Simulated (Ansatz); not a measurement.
Profile along the Sn–I line in CsSnI3 (cubic perovskite)

CsSnI3 (cubic perovskite)

```cif
data_CsI3Sn
_chemical_formula_sum 'Cs1 Sn1 I3'
_space_group_name_H-M_alt 'Pm-3m'
_space_group_IT_number 221
_space_group_name_Hall '-P 4 2 3'
_cell_length_a 6.27122
_cell_length_b 6.27122
_cell_length_c 6.27122
_cell_angle_alpha 90.000
_cell_angle_beta 90.000
_cell_angle_gamma 90.000
loop_
_atom_site_label
_atom_site_type_symbol
_atom_site_symmetry_multiplicity
_atom_site_Wyckoff_symbol
_atom_site_fract_x
_atom_site_fract_y
_atom_site_fract_z
_atom_site_occupancy
Cs1 Cs 1 a 0.00000 0.00000 0.00000 1
Sn1 Sn 1 b 0.50000 0.50000 0.50000 1
I1 I 3 c 0.00000 0.50000 0.50000 1
```

Fields along a shortest Sn–I line of a {100} plane (3.14 Å), from Sn to I, interpolated on the slice's grid (step about 0.2 Å). Method: PBE (plane waves to 420 eV, PAW, scalar-relativistic; Ansatz, a first-principles code). k mesh 6×6×6. Near the nuclei the fields are pseudised (PAW); where an atom keeps semicore shells as valence, they peak there. CsSnI3 was relaxed with its symmetry unable to fall. Spin-orbit coupling is left out, though I is heavy. The PAW data are Ansatz's earlier set. This is a high-temperature form of CsSnI3.

| distance from Sn (Å) | valence electron density (e/Å³) | electron localisation function |
|---|---|---|
| 0.00 | 12.68 | x |
| 0.16 | 11.69 | x |
| 0.31 | 9.18 | x |
| 0.47 | 6.11 | x |
| 0.63 | 3.34 | 0.15 |
| 0.79 | 1.41 | 0.28 |
| 0.94 | 0.61 | 0.34 |
| 1.10 | 0.35 | 0.32 |
| 1.26 | 0.25 | 0.30 |
| 1.41 | 0.21 | 0.33 |
| 1.57 | 0.22 | 0.41 |
| 1.73 | 0.27 | 0.56 |
| 1.88 | 0.38 | 0.66 |
| 2.04 | 0.52 | 0.66 |
| 2.20 | 0.68 | 0.60 |
| 2.35 | 1.42 | 0.48 |
| 2.51 | 3.81 | 0.36 |
| 2.67 | 8.11 | x |
| 2.83 | 11.88 | x |
| 2.98 | 13.69 | x |
| 3.14 | 14.24 | x |

x: too close to a nucleus for the ELF to mean much.

Density on the Sn–I line (3.14 Å) at its density minimum, 1.5 Å from Sn: 0.21 e/Å³. ELF at that point: 0.4. ELF maximum in the middle third of the Sn–I line: 0.67, 2.0 Å from Sn.
